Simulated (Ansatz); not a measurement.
Computed with Ansatz 0.2.0, DFT PBE, scalar-relativistic, plane waves, PAW. Settings: cutoff 420 eV, Γ-centred meshes spaced at most about 0.3 Å⁻¹, and about 0.25 Å⁻¹ or finer for metals (2π included), Gaussian smearing. No spin polarisation in the final relaxations.

All energies are static (0 K, no zero-point motion).

Two relaxed structures of Pd2PtS3:

A.

```yaml
crystal:
  lattice:
    - [3.38799, 1.95606, 2.92051]
    - [-3.38799, 1.95606, 2.92051]
    - [0.00000, -3.91211, 2.92051]
  atoms:
    - { symbol: Pd, position: [0.67112, 0.67112, 0.67112] }
    - { symbol: Pd, position: [0.32888, 0.32888, 0.32888] }
    - { symbol: Pt, position: [0.00000, 0.00000, 0.00000] }
    - { symbol: S, position: [0.00000, 0.50000, 0.00000] }
    - { symbol: S, position: [0.50000, 0.00000, 0.00000] }
    - { symbol: S, position: [0.00000, 0.00000, 0.50000] }
```

B.

```yaml
crystal:
  lattice:
    - [4.89058, 0.00000, 0.00000]
    - [-2.44529, 4.23537, 0.00000]
    - [0.00000, 0.00000, 4.67769]
  atoms:
    - { symbol: Pd, position: [0.33333, 0.66667, 0.50000] }
    - { symbol: Pd, position: [0.66667, 0.33333, 0.50000] }
    - { symbol: Pt, position: [0.00000, 0.00000, 0.50000] }
    - { symbol: S, position: [0.33333, 0.66667, 0.00000] }
    - { symbol: S, position: [0.66667, 0.33333, 0.00000] }
    - { symbol: S, position: [0.00000, 0.00000, 0.00000] }
```

Task: Which is lower in energy, and by how much?

Result: B is lower, by 65 meV/atom. A has space group R-3m (No. 166), 19.4 Å³/atom and no gap on its mesh; B has space group P6/mmm (No. 191), 16.1 Å³/atom and no gap. Counting S atoms around Pd and Pt (those within 1.25 times the shortest such distance or 1.15 times the sum of covalent radii), A has Pd 3, Pt 6 and B has Pd 2, Pt 2. The denser one is the lower, and pressure would at first widen the difference. Even the lower one lies +0.23 eV/atom against the reference forms of the elements (uncorrected), so neither is stable at this level. Both come from invented guesses. A third cell relaxed alike, in P4/mmm, lies 42 meV/atom below the lower of the two.

Spin–orbit coupling, which can matter for Pt, is left out. Cells relaxed within their symmetry can be saddle points.
